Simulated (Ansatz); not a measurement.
Relaxed-ion elastic tensor of Au (fcc (Cu type), space group No. 225) in GPa (Voigt order), PBE in the plane-wave PAW code Ansatz; density 18.21 g/cm³, 17.96 Å³ per atom.

```
 154   133   133   0.0   0.0   0.0
 133   154   133   0.0   0.0   0.0
 133   133   154   0.0   0.0   0.0
 0.0   0.0   0.0  25.0   0.0   0.0
 0.0   0.0   0.0   0.0  25.0   0.0
 0.0   0.0   0.0   0.0   0.0  25.0
```

Is the crystal mechanically stable?

Yes: the smallest eigenvalue of C is 20.6 GPa.

Work out the Voigt, Reuss and Hill averages.

K_V = 140, K_R = 140, K_H = 140; G_V = 19.1, G_R = 15.9, G_H = 17.5 GPa.

Give Young's modulus, Poisson's ratio, Pugh's ratio and the universal anisotropy index.

E = 9KG/(3K + G) = 50.4 GPa; ν = 0.44; K/G = 7.99 (ductile by the Pugh limit of 1.75); A_U = 5G_V/G_R + K_V/K_R − 6 = 1.02.

Estimate the sound speeds and the Debye temperature.

v_l = √((K + 4G/3)/ρ) = 3000 m/s, v_t = √(G/ρ) = 981 m/s, mean 1120 m/s; Θ = (h/k)(3n/4πV)^(1/3) v_m = 127 K.

Give the Zener ratio and Young's modulus along [100], [110] and [111].

A = 2C44/(C11 − C12) = 2.44; 1/E = S11 − 2(S11 − S12 − S44/2)Γ with Γ = 0, 1/4, 1/3 gives 30.1, 52.9, 70.9 GPa.

Solve the Christoffel equation for the three sound speeds along [100], [110], [111].

Eigenvalues of C_ijkl n_j n_l equal ρv². In km/s, slowest first: [100] 1.17, 1.17, 2.91; [110] 0.75, 1.17, 3.04; [111] 0.91, 0.91, 3.09.

Space group Fm-3m (fcc (Cu type)). The PBE relaxation kept the symmetry of its start. As this level gives no gap, shear constants depend on the k-mesh and smearing (Fermi–Dirac, 0.1 eV here). Scalar-relativistic: spin–orbit coupling is off unless named, which matters more the heavier the elements.

Potentials: the later of the program's two PAW sets.
